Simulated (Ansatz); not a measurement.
Input:

MgS:
```
MgS
1.0
    0.00000     2.61486     2.61486
    2.61486     0.00000     2.61486
    2.61486     2.61486     0.00000
Mg S
1 1
Direct
  0.50000   0.50000   0.50000
  0.00000   0.00000   0.00000
```

This is the PBE-relaxed structure.

**Question.** All from PBE (plane waves, PAW; program Ansatz), unless another level is named. Estimate the bulk modulus (Birch–Murnaghan fit).

**Answer.** 73.9 GPa.

**Question.** What about the vibrational entropy at 300 K?

**Answer.** 26.4 J/(K·mol of atoms).

Space group Fm-3m (rock salt). The PBE relaxation kept the symmetry of its start; phonons on a q-mesh show no instability.

Potentials: the later of the program's two PAW sets.
